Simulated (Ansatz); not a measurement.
CdF2:
```yaml
crystal:
  lattice:
    - [0.00000, 2.64895, 2.64895]
    - [2.64895, 0.00000, 2.64895]
    - [2.64895, 2.64895, 0.00000]
  atoms:
    - { symbol: Cd, position: [0.00000, 0.00000, 0.00000] }
    - { symbol: F, position: [0.25000, 0.25000, 0.25000] }
    - { symbol: F, position: [0.75000, 0.75000, 0.75000] }
```

Relaxed with LDA.

Problem. Give the optical modes at the zone centre with their infrared and Raman activity from DFPT, the program Ansatz at the LDA level (PAW).

Solution. Transverse frequencies, without the LO–TO term; a row sums one degenerate level.

```tsv
ω (cm⁻¹)	degeneracy	IR ((D/Å)²/amu)	Raman (Å⁴/amu)	activity	symmetry
237	3	14.74	0	IR	T1u
318	3	0.00	5.6	Raman	T2g
```

Problem. How high does the top mode go among those that the LO–TO term moves?

Solution. 390 cm⁻¹ for q along x.

Space group Fm-3m (fluorite). The cell was relaxed with LDA under the symmetry of its start.

Potentials: the earlier of the program's two PAW sets. The files were generated under PBE; for other functionals the program regenerates the frozen cores, and for LDA and PBEsol the local potential too.
